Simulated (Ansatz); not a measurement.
Input and command of a plane-wave DFT calculation in Ansatz:

```yaml
crystal:
  lattice:
    - [4.3641513202, 0.0, 0.0]
    - [-2.1820756601, 3.7794659092, 0.0]
    - [0.0, 0.0, 4.7121235185]
  atoms:
    - { symbol: Ba, position: [0.3333333333, 0.6666666667, 0.5] }
    - { symbol: Ba, position: [0.6666666667, 0.3333333333, 0.5] }
    - { symbol: C, position: [0.0, 0.0, 0.0], spin: 1.0 }
basis:
  ecutwfc: 420
kpoints:
  mp_grid: { grid: [6, 6, 4] }
hamiltonian:
  xc: pbe
scf:
  occupations: { method: gaussian, width: 0.1 }
  lower_state_search: "off"
output:
  forces: true
  stress: true
  eigenvalues: true
  populations: true
magnetization:
  spin_polarized: true
```

```bash
ansatz run input.yaml --threads 1 --pin off --max-ram 2560MiB --backend cpu --events-out ev --progress --plain --runs-dir out
```

Processor: Arm Neoverse V1, 1 thread, on a host shared with other jobs.

How long does it run, and how much memory does it take?

About 10 s on 1 thread of Arm Neoverse V1, on a shared host, peak memory 0.34 GiB. It solves 17 bands at 21 k points (the mesh reduced by the symmetry that the task leaves, which can be less than the crystal's) with about 1545 plane waves, in 21 SCF iterations.
